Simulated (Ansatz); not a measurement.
TiTeS:
```cif
data_STeTi
_chemical_formula_sum 'Ti1 Te1 S1'
_space_group_name_H-M_alt 'P3m1'
_space_group_IT_number 156
_space_group_name_Hall 'P 3 -2"'
_cell_length_a 3.47866
_cell_length_b 3.47866
_cell_length_c 6.07949
_cell_angle_alpha 90.000
_cell_angle_beta 90.000
_cell_angle_gamma 120.000
loop_
_atom_site_label
_atom_site_type_symbol
_atom_site_symmetry_multiplicity
_atom_site_Wyckoff_symbol
_atom_site_fract_x
_atom_site_fract_y
_atom_site_fract_z
_atom_site_occupancy
Ti1 Ti 1 b 0.33333 0.66667 0.03419 1
Te1 Te 1 a 0.00000 0.00000 0.72559 1
S1 S 1 c 0.66667 0.33333 0.24022 1
```

Relaxed at zero pressure with LDA (plane waves, PAW; program Ansatz).

### Question
The volume is raised by 3 % and shape and atoms relax at that volume. What pressure results, and how do the axes share the change?

### Answer
-0.9 GPa; a 0.5 %, b 0.5 %, c 1.9 %; the energy rises by 2 meV/atom.

### Question
Give the new structure.

### Answer

Space group P3m1 (No. 156); a = b = 3.497 Å, c = 6.197 Å, α = β = 90.00°, γ = 120.00°

```json
[
 {"atom": "Ti", "site": "1b", "symmetry": "3m.", "x": "0.3333", "y": "0.6667", "z": "0.0341"},
 {"atom": "Te", "site": "1a", "symmetry": "3m.", "x": "0.0000", "y": "0.0000", "z": "0.7313"},
 {"atom": "S", "site": "1c", "symmetry": "3m.", "x": "0.6667", "y": "0.3333", "z": "0.2345"}
]
```

The phase is kept; no other phase was compared at this pressure.

The workflow started from a Materials Project entry (that database holds measured and hypothetical structures alike); the Crystallography Open Database copy checked does not list it. Its standing as an ambient phase is unchecked. The LDA relaxation kept the symmetry of its start; its stability against distortions is not shown here. No spin polarisation was allowed. A crystal of weakly bound layers computed without a dispersion correction: the cell and the soft elastic constants depend strongly on that. Spin–orbit coupling is left out wherever it is not named.

Potentials: the later of the program's two PAW sets.
